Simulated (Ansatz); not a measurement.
Data:

BiTePd:
```xyz
12
Lattice="6.6457 0.0000 0.0000 0.0000 6.6457 0.0000 0.0000 0.0000 6.6457" Properties=species:S:1:pos:R:3 pbc="T T T"
Bi     2.4398     2.4398     2.4398
Bi     0.8831     4.2059     5.7626
Bi     5.7626     0.8831     4.2059
Bi     4.2059     5.7626     0.8831
Te     4.1651     4.1651     4.1651
Te     5.8034     2.4806     0.8422
Te     0.8422     5.8034     2.4806
Te     2.4806     0.8422     5.8034
Pd     0.0377     0.0377     0.0377
Pd     3.2851     6.6079     3.3606
Pd     3.3606     3.2851     6.6079
Pd     6.6079     3.3606     3.2851
```

This is the PBEsol-relaxed structure.

Problem. All from DFT-PBEsol in the program Ansatz with PAW potentials, unless another level is named. Give the Poisson's ratio.

Solution. 0.34.

Problem. Give the elastic constants (relaxed ions, GPa).

Solution. C11 = 139, C12 = 62.4, C44 = 26.6.

Space group P2_13. The first step of the workflow began from a Materials Project structure, measured or hypothetical; the Crystallography Open Database copy checked does not list it. Whether it is the stable phase at ambient conditions was not checked. Symmetry was held in the PBEsol relaxation; its stability against distortions is not shown here. The run is not spin-polarised. As this level gives no gap, shear constants depend on the k-mesh and smearing (Fermi–Dirac, 0.1 eV here). Spin–orbit coupling is left out wherever it is not named.

Potentials: the later of the program's two PAW sets.
